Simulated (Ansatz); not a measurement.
BaTiS$_{3}$:
```xyz
30
Lattice="11.7569 0.0000 0.0000 -5.8784 10.1818 0.0000 0.0000 0.0000 5.9127" Properties=species:S:1:pos:R:3 pbc="T T T"
Ba     7.8145     0.0000     1.7348
Ba     3.9072     6.7675     4.6911
Ba    -3.9072     6.7675     1.7348
Ba     3.9424     0.0000     4.6911
Ba     1.9712     3.4142     1.7348
Ba    -1.9712     3.4142     4.6911
Ti     0.0000     6.7878     3.7170
Ti     5.8784     3.3939     0.7607
Ti     5.8784     3.3939     3.7170
Ti     0.0000     6.7878     0.7607
Ti     0.0000     0.0000     5.5073
Ti     0.0000     0.0000     2.5510
S     -4.9113     8.5067     4.2148
S      1.9342     0.0000     1.2585
S      0.9671     1.6751     4.2148
S     -0.9671     1.6751     1.2585
S      9.8227     0.0000     4.2148
S      4.9113     8.5067     1.2585
S     -1.9388     6.8194     4.9968
S      4.8817     1.7306     2.0404
S      0.9421     5.0930     4.9968
S      7.8172     3.3624     2.0404
S      0.9967     8.4511     4.9968
S      4.9364     5.0888     2.0404
S      6.8752     1.7306     4.9968
S     -0.9421     5.0930     2.0404
S      3.9396     3.3624     4.9968
S     -0.9967     8.4511     2.0404
S      6.8205     5.0888     4.9968
S      1.9388     6.8194     2.0404
```

Relaxed with r²SCAN. Special points in fractions of this cell's reciprocal vectors: Γ (0.000, 0.000, 0.000); M (0.500, 0.000, 0.000); K (0.333, 0.333, 0.000); A (0.000, 0.000, 0.500); L (0.500, 0.000, 0.500); H (0.333, 0.333, 0.500).

**Question.** List the band energies nearest the valence-band maximum at these points for the program Ansatz at the r²SCAN level (PAW).

**Answer.** In eV from the valence-band maximum; about four levels below and three above (degenerate sets whole), none deeper than 8.9 eV; points with the same levels are listed once.

| k | below | above |
|---|---|---|
| Γ | -0.52 -0.09 -0.09 0.00 | 0.41 0.90 0.97 |
| M | -0.49 -0.36 -0.31 -0.29 | 0.72 0.75 0.79 |
| K | -0.47 -0.28 -0.28 -0.24 | 0.71 0.71 0.75 |
| A | -0.35 -0.35 -0.35 -0.35 | 1.60 1.60 1.66 1.66 1.66 1.66 |
| L | -0.51 -0.51 -0.49 -0.49 | 1.61 1.61 1.64 1.64 |
| H | -0.45 -0.45 -0.45 -0.45 | 1.60 1.60 1.63 1.63 1.63 1.63 |

Space group P6_3cm. The start of the workflow was typed in or built on a structure type; neither database checked (COD, Materials Project) lists it. COD files the formula under space group No. 194, so this cell is another polymorph or a model. Whether it is the stable phase at ambient conditions was not checked. The cell was relaxed with r²SCAN under the symmetry of its start; its stability against distortions is not shown here. The workflow began spin-polarised and lost its moments. Scalar-relativistic: spin–orbit coupling is off unless named, which matters more the heavier the elements.

Potentials: the later of the program's two PAW sets.
